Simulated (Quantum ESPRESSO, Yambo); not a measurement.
For CsScS2O8 (space group P321, No. 150), Yambo gives the independent-particle static dielectric constant along x as 2.82 on PBEsol bands and 2.35 after a scissor of 3.61 eV widens every gap (3×3×2 mesh, 164 bands, 3 Ry local-field block, 0.2 eV broadening). Axes are Cartesian, with cell vectors (Å) (5.25, 0.00, 0.00), (-2.62, 4.54, 0.00), (0.00, 0.00, 8.87).

Question: A scissor keeps the position matrix elements. In a one-oscillator model, how does ε − 1 scale, and what mean transition energy do the two values imply?

Answer: Each transition adds |r|²/E to ε − 1, so ε − 1 ∝ 1/(E0 + Δ). Then (2.35 − 1)/(2.82 − 1) = E0/(E0 + Δ) = 0.742, and E0 = Δ(ε' − 1)/(ε − ε') = 10.4 eV. The computed Im ε, weighted by 1/E up to 20 eV, has its mean at 10.6 eV; the smallest direct PBEsol gap is 4.24 eV. The scissor comes from a G0W0 run whose convergence isn't established. Convergence of the RPA response with its 3×3×2 mesh was not tested.

Bands from Quantum ESPRESSO.

Geometry of the Materials Project entry, not relaxed at this level; primitive cell a = 5.2468 Å, b = 5.2468 Å, c = 8.8716 Å, α = 90.00°, β = 90.00°, γ = 120.00°.

The structure is a Materials Project entry; no match was found in the copy of COD used, and its stability was not checked.
